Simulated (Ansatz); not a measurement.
**Structures of W2S3: which is lowest?**

Plane-wave DFT in Ansatz with scalar-relativistic PAW potentials, cutoff 420 eV, Γ-centred meshes chosen by cell and gap, Gaussian smearing with energies taken to zero width. Every cell was relaxed (cell and atoms) in a run of its own, within the symmetry of its start. Functional: PBE.

Relaxed structures (starts from databases or built by putting these elements on another compound's sites):
A. R-3m, 5 atoms in the computed cell, a = 3.075 Å, c = 34.775 Å; sites (symmetry × multiplicity) W 3m × 6, S -3m × 3 + 3m × 6; start: built
B. P-3m1, 5 atoms in the computed cell, a = 4.117 Å, c = 5.479 Å; sites (symmetry × multiplicity) W 3m. × 2, S -3m. × 1 + 3m. × 2; start: built

Q: Rank them by energy. Could pressure change the order?

A:
| structure | group | E − E(lowest) (meV/atom) | V (Å³/atom) | gap on mesh (eV) |
| --- | --- | --- | --- | --- |
| A | R-3m | 0.0 | 18.98 | 0.00 |
| B | P-3m1 | 290 | 16.09 | 0.00 |

A is lowest, 290 meV/atom under B. B is denser by 2.89 Å³/atom, so pressure favours it: ΔE/ΔV, with ΔE in eV and 1 eV/Å³ = 160.2 GPa, gives about 16 GPa for equal enthalpy if both cells were rigid; at such pressures compression changes ΔV much, so this is a scale only. Without a dispersion term the weakly bound lowest cell is too large, so ΔV and this pressure are artefacts in part: a slight pressure closes the gap between layers first. Other structures may lie lower than all of these, and vibrations aren't counted.

Spin-orbit coupling is left out, which matters for the bands of heavy elements.